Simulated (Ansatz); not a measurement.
## Computed properties of SiW

SiW:
```cif
data_SiW
_chemical_formula_sum 'W1 Si1'
_space_group_name_H-M_alt 'Pm-3m'
_space_group_IT_number 221
_space_group_name_Hall '-P 4 2 3'
_cell_length_a 3.03085
_cell_length_b 3.03085
_cell_length_c 3.03085
_cell_angle_alpha 90.000
_cell_angle_beta 90.000
_cell_angle_gamma 90.000
loop_
_atom_site_label
_atom_site_type_symbol
_atom_site_symmetry_multiplicity
_atom_site_Wyckoff_symbol
_atom_site_fract_x
_atom_site_fract_y
_atom_site_fract_z
_atom_site_occupancy
W1 W 1 a 0.00000 0.00000 0.00000 1
Si1 Si 1 b 0.50000 0.50000 0.50000 1
```

Space group Pm-3m (No. 221), CsCl type; conventional cell a = b = c = 3.031 Å, α = β = γ = 90.00°.

Method: plane-wave PAW PBEsol (Ansatz code). The cell and atoms are relaxed at this level. Other levels are named where they apply.

**Cell and energy**

- Volume per atom: 13.92 Å³
- Density: 12.64 g/cm³
- Formation energy from the elements (no fitted shifts): 0.048 eV/atom

**Electronic structure**

* **Electronic character**: metallic (no gap)
* **Density of states at the Fermi level**: 1.4 states/eV per atom (mean over ±0.08 eV)
* **Gap with spin–orbit coupling**: none (metallic)

**Mechanics**

Bulk modulus (Birch–Murnaghan fit): 250 GPa
Pressure derivative B′: 4.3
Elastic constants (relaxed ions, GPa): C11 = 292, C12 = 225, C44 = 99.0
Mechanical stability: stable (all eigenvalues of C positive)
Hill bulk and shear moduli: 247 and 64.1 GPa
Young's modulus: 177 GPa
Poisson's ratio: 0.38
Debye temperature from the elastic constants: 315 K

**Phonons**

- Highest zone-centre frequency: 284 cm⁻¹
- Zone-centre stability: no imaginary mode at Γ

A made-up cell: these elements were put on the sites of a structure type; neither database checked (COD, Materials Project) lists it. Whether it is the stable phase at ambient conditions was not checked. Symmetry was held in the PBEsol relaxation. The run is not spin-polarised. As this level gives no gap, shear constants depend on the k-mesh and smearing (Fermi–Dirac, 0.1 eV here). As this level gives no gap, phonon frequencies hold no LO–TO term and depend on the k-mesh and smearing (Fermi–Dirac, 0.1 eV here). On the denser mesh and wider smearing of the elastic run this cell carries a stress of 0.4 GPa. The references are the lowest solids computed at this level, not always the standard phases. Spin–orbit coupling is left out wherever it is not named.

Potentials: the earlier of the program's two PAW sets. The files were generated under PBE; for other functionals the program regenerates the frozen cores, and for LDA and PBEsol the local potential too.
